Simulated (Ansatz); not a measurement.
**Ge: from a starting cell to a relaxed one**

The start is a relaxed Ge cell shaken by Gaussian noise of σ = 0.08 Å a coordinate. The structure is fully relaxed (lattice and positions, P = 0) with PBEsol (plane waves to 420 eV, PAW, scalar-relativistic; Ansatz, an electronic-structure program). The first steps use a coarse 5×5×5 k-mesh.

Initial structure:
```
CELL_PARAMETERS angstrom
      5.32288     0.00000     0.00000
      0.00000     5.32288     0.00000
      0.00000     0.00000     5.32288
ATOMIC_POSITIONS crystal
  Ge 0.26754 0.02004 0.50891
  Ge 0.74665 0.00733 0.47553
  Ge 0.98289 0.50494 0.24247
  Ge 0.01297 0.47576 0.72509
  Ge 0.50677 0.26218 0.02895
  Ge 0.49177 0.74666 0.02148
  Ge 0.00401 0.00653 0.01488
  Ge 0.49683 0.48494 0.49672
```

| Quantity | Result |
|---|---|
| Volume change | +0.8 %, from 18.85 to 18.99 Å³/atom |
| Relative to the parent | It does not go back: it reaches Pm-3m (No. 221), AFLOW prototype A_cP1_221_a (A_h), 0.14 eV/atom below the parent |
| Shortest distances (start → end) | The closest pairs of elements (up to four, under 3.6 Å), start → end: Ge–Ge 2.56 → 2.67 Å |
| Band gap at the end | no gap (metallic) |
| Optimiser moves | 21 |

Final structure:

```cif
data_Ge
_chemical_formula_sum 'Ge1'
_space_group_name_H-M_alt 'Pm-3m'
_space_group_IT_number 221
_space_group_name_Hall '-P 4 2 3'
_cell_length_a 2.66814
_cell_length_b 2.66814
_cell_length_c 2.66814
_cell_angle_alpha 90.000
_cell_angle_beta 90.000
_cell_angle_gamma 90.000
loop_
_atom_site_label
_atom_site_type_symbol
_atom_site_symmetry_multiplicity
_atom_site_Wyckoff_symbol
_atom_site_fract_x
_atom_site_fract_y
_atom_site_fract_z
_atom_site_occupancy
Ge1 Ge 1 b 0.50000 0.50000 0.50000 1
```

Final values are on a 17×17×17 k-mesh of the relaxed cell. No spin polarisation in the result.

The relaxed structure here is a generated cell of Ge: the first start was made by placing the elements on the sites of a structure type, and the end was not matched to a known phase here, so it may be hypothetical. Known forms of Ge include space group No. 227.
